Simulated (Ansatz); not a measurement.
TiAu:
```cif
data_Au2Ti2
_chemical_formula_sum 'Ti2 Au2'
_space_group_name_H-M_alt 'P4/nmm :1'
_space_group_IT_number 129
_space_group_name_Hall 'P 4ab 2ab -1ab'
_cell_length_a 3.30548
_cell_length_b 3.30548
_cell_length_c 6.01388
_cell_angle_alpha 90.000
_cell_angle_beta 90.000
_cell_angle_gamma 90.000
loop_
_space_group_symop_operation_xyz
  'x, y, z'
  '-y+1/2, x+1/2, z'
  '-x, -y, z'
  'y+1/2, -x+1/2, z'
  'x+1/2, -y+1/2, -z'
  '-y, -x, -z'
  '-x+1/2, y+1/2, -z'
  'y, x, -z'
  '-x+1/2, -y+1/2, -z'
  'y, -x, -z'
  'x+1/2, y+1/2, -z'
  '-y, x, -z'
  '-x, y, z'
  'y+1/2, x+1/2, z'
  'x, -y, z'
  '-y+1/2, -x+1/2, z'
loop_
_atom_site_label
_atom_site_type_symbol
_atom_site_symmetry_multiplicity
_atom_site_Wyckoff_symbol
_atom_site_fract_x
_atom_site_fract_y
_atom_site_fract_z
_atom_site_occupancy
Ti1 Ti 2 c 0.50000 0.00000 0.13551 1
Au1 Au 2 c 0.00000 0.50000 0.36102 1
```

Relaxed at zero pressure with PBEsol in the plane-wave PAW code Ansatz.

### Question
The volume is raised by 3 % and shape and atoms relax at that volume. What pressure results, and how do the axes share the change?

### Answer
-4.5 GPa; a 1.0 %, b 1.0 %, c 0.9 %; the energy rises by 7 meV/atom.

### Question
Give the new structure.

### Answer

Space group P4/nmm, origin choice 1 (No. 129); a = 3.3396 Å, b = 3.3396 Å, c = 6.0683 Å, α = 90.00°, β = 90.00°, γ = 90.00°

```
atom  site  symmetry       x       y       z
----  ----  --------  ------  ------  ------
Ti      2c       4mm  0.5000  0.0000  0.1363
Au      2c       4mm  0.0000  0.5000  0.3605
```

The phase is kept; no other phase was compared at this pressure.

The workflow started from a Materials Project entry (that database holds measured and hypothetical structures alike); the Crystallography Open Database copy checked does not list it. COD files the formula under space group No. 221. Whether it is the stable phase at ambient conditions was not checked. The PBEsol relaxation kept the symmetry of its start; its stability against distortions is not shown here. No spin polarisation was allowed. Axis ratios of metals converge slowly with the k-mesh, so a and c are less sure than the volume. Spin–orbit coupling is left out wherever it is not named.

Potentials: the later of the program's two PAW sets.
